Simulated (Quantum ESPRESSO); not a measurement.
**Band energies of RbHS**

```
CELL_PARAMETERS angstrom
      4.58461     0.00000     0.00000
      0.00000     5.14523     0.00000
     -1.38609     0.00000     6.75920
ATOMIC_POSITIONS crystal
  H  0.52106 0.25000 0.39446
  H  0.47894 0.75000 0.60554
  S  0.26511 0.25000 0.25989
  S  0.73489 0.75000 0.74011
  Rb 0.23093 0.25000 0.76158
  Rb 0.76907 0.75000 0.23842
```

norm-conserving PBEsol (Quantum ESPRESSO, 72 Ry, scalar-relativistic); path ΓYHCEM1AXH1,MDZ,YD; energies in eV from the valence-band maximum.

```csv
k (1/Å),point,band 12,band 13,band 14,band 15,band 16,band 17,band 18,band 19
0.00,Γ,-3.53,-0.40,-0.28,-0.04,0.00,3.00,3.77,5.44
0.23,,-3.61,-0.38,-0.37,-0.25,-0.06,3.44,3.94,5.25
0.46,Y,-3.70,-0.45,-0.44,-0.34,-0.12,4.07,4.25,4.75
0.67,,-3.70,-0.69,-0.42,-0.41,-0.18,4.27,4.56,4.84
0.88,,-3.77,-0.91,-0.57,-0.55,-0.29,4.38,4.90,5.41
1.08,H,-3.84,-0.95,-0.68,-0.65,-0.36,4.40,4.83,5.93
1.08,C,-3.83,-1.00,-0.71,-0.69,-0.34,4.51,4.70,6.13
1.49,,-3.81,-0.80,-0.61,-0.51,-0.32,4.73,4.78,5.74
1.69,E,-3.89,-0.65,-0.65,-0.38,-0.38,4.81,4.81,5.71
1.69,M1,-3.88,-0.62,-0.62,-0.36,-0.36,4.44,4.44,6.20
2.03,A,-3.85,-0.41,-0.41,-0.29,-0.29,3.84,3.84,5.69
2.23,,-3.87,-0.47,-0.46,-0.38,-0.30,3.86,4.14,5.61
2.43,,-3.94,-0.60,-0.56,-0.50,-0.37,4.06,4.72,5.51
2.64,X,-3.97,-0.66,-0.60,-0.55,-0.42,4.20,5.16,5.44
2.80,,-3.90,-0.78,-0.63,-0.58,-0.39,4.26,5.01,5.60
2.97,H1,-3.84,-0.95,-0.68,-0.65,-0.36,4.40,4.83,5.93
2.97,M,-3.88,-0.62,-0.62,-0.36,-0.36,4.44,4.44,6.20
3.12,,-3.87,-0.70,-0.70,-0.37,-0.37,4.52,4.52,6.17
3.28,,-3.86,-0.82,-0.82,-0.38,-0.38,4.66,4.66,6.12
3.43,,-3.84,-0.93,-0.93,-0.38,-0.38,4.72,4.72,6.13
3.59,D,-3.84,-0.97,-0.97,-0.37,-0.37,4.71,4.71,6.18
3.74,,-3.81,-0.95,-0.95,-0.35,-0.35,4.71,4.71,6.13
3.90,,-3.76,-0.92,-0.92,-0.31,-0.31,4.73,4.73,6.01
4.05,Z,-3.74,-0.90,-0.90,-0.28,-0.28,4.73,4.73,5.96
4.05,Y,-3.70,-0.45,-0.44,-0.34,-0.12,4.07,4.25,4.75
4.20,,-3.72,-0.56,-0.50,-0.31,-0.20,4.14,4.39,4.94
4.36,,-3.77,-0.76,-0.68,-0.32,-0.31,4.31,4.64,5.44
4.66,D,-3.84,-0.97,-0.97,-0.37,-0.37,4.71,4.71,6.18
```

The PBEsol gap is direct, 3.00 eV at Γ.

Geometry of the Materials Project entry, not relaxed at this level.

The structure is a Materials Project entry; no match was found in the copy of COD used, and its stability was not checked.
